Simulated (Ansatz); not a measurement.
AgI:
```
AgI
1.0
    0.00000     2.95004     2.95004
    2.95004     0.00000     2.95004
    2.95004     2.95004     0.00000
Ag I
1 1
Direct
  0.00000   0.00000   0.00000
  0.50000   0.50000   0.50000
```

Relaxed with LDA. Special points in fractions of this cell's reciprocal vectors: Γ (0.000, 0.000, 0.000); X (0.500, 0.000, 0.500); U (0.625, 0.250, 0.625); K (0.375, 0.375, 0.750); L (0.500, 0.500, 0.500); W (0.500, 0.250, 0.750).

Task: List the band energies nearest the valence-band maximum at these points for DFT-LDA in the program Ansatz with PAW potentials.

Result: In eV from the valence-band maximum; about four levels below and three above (degenerate sets whole), none deeper than 8.9 eV; points with the same levels are listed once.

```tsv
k	below	above
Γ	-3.75 -3.75 -3.75 -1.66 -1.66 -1.66	0.89 8.12 8.12 8.12
X	-3.35 -3.35 -3.08 -2.99 -2.99	0.16 5.27 9.66
U	-3.40 -3.08 -2.85 -1.62	1.77 5.89 7.98
L	-3.47 -3.47 -3.08 0.00 0.00	2.89 4.97 4.97
W	-3.21 -3.05 -3.05 -2.44	3.12 5.75 6.88 6.88
```

Space group Fm-3m (rock salt). This is a known high-pressure phase of the composition, computed here at zero pressure and temperature. The cell was relaxed with LDA under the symmetry of its start; phonons show weakly imaginary modes. No spin polarisation was allowed. Scalar-relativistic: spin–orbit coupling is off unless named, which matters more the heavier the elements.

Potentials: the earlier of the program's two PAW sets. The files were generated under PBE; for other functionals the program regenerates the frozen cores, and for LDA and PBEsol the local potential too.
